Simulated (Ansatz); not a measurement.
SnH₈N₂Cl₆: the gap from level to level

A database entry relaxed whole under r2SCAN at zero pressure (Fm-3m, No. 225):

```
Sn H N Cl
1.0
     0.00000    5.02602    5.02602
     5.02602    0.00000    5.02602
     5.02602    5.02602    0.00000
Sn H N Cl
1 8 2 6
Direct
  0.00000 0.00000 0.00000
  0.30884 0.30884 0.30884
  0.92653 0.69116 0.69116
  0.30884 0.30884 0.07347
  0.69116 0.92653 0.69116
  0.07347 0.30884 0.30884
  0.69116 0.69116 0.69116
  0.30884 0.07347 0.30884
  0.69116 0.69116 0.92653
  0.25000 0.25000 0.25000
  0.75000 0.75000 0.75000
  0.24353 0.75647 0.24353
  0.24353 0.75647 0.75647
  0.75647 0.24353 0.75647
  0.75647 0.24353 0.24353
  0.24353 0.24353 0.75647
  0.75647 0.75647 0.24353
```

Its volume is 14.94 Å³ an atom, -0.4 % against the entry's 14.99, a cell as deposited in COD (2009).

Single points on this cell with plane-wave PAW DFT (Ansatz 0.2.0; r2SCAN 500 eV, hybrids 420 eV; fermi-dirac occupations of width 0.020 eV; no moments): r2SCAN on a 6×6×6 Γ-centred mesh; r2SCAN with spin-orbit coupling on a 6×6×6 Γ-centred mesh; HSE06 on a 4×4×4 Γ-centred mesh; PBE0 on a 4×4×4 Γ-centred mesh.

Problem. What does each level give for gap and charges?

Solution. The runs give:

| level | gap (eV), or kind | pressure (GPa) | Bader charge of Sn (e) | Bader charge of H (e) | Bader charge of N (e) | Bader charge of Cl (e) |
| --- | --- | --- | --- | --- | --- | --- |
| r2SCAN | 2.88 | 0.0 | +2.14 | +0.49 | -1.10 | -0.64 |
| r2SCAN with spin-orbit coupling | 2.86 | 0.0 | +2.13 | +0.49 | -1.10 | -0.64 |
| HSE06 | 3.71 | 0.2 | +2.14 | +0.49 | -1.11 | -0.65 |
| PBE0 | 4.44 | 0.1 | +2.14 | +0.49 | -1.11 | -0.65 |

Under r2SCAN the gap is 2.88 eV, over mesh and band path. HSE06 moves it by +0.83 eV and PBE0 by +1.56 eV; PBE0 keeps its exact exchange at long range, which widens the gap over HSE06's by 0.73 eV on their common mesh. Spin-orbit coupling moves the r2SCAN gap by -0.02 eV.

Caveats: the relaxation kept the start's symmetry; HSE06 is read on its mesh and at the zone's corners, PBE0 on its mesh alone; hybrid pressures are good to a few tenths of a GPa; pressure is positive in compression.
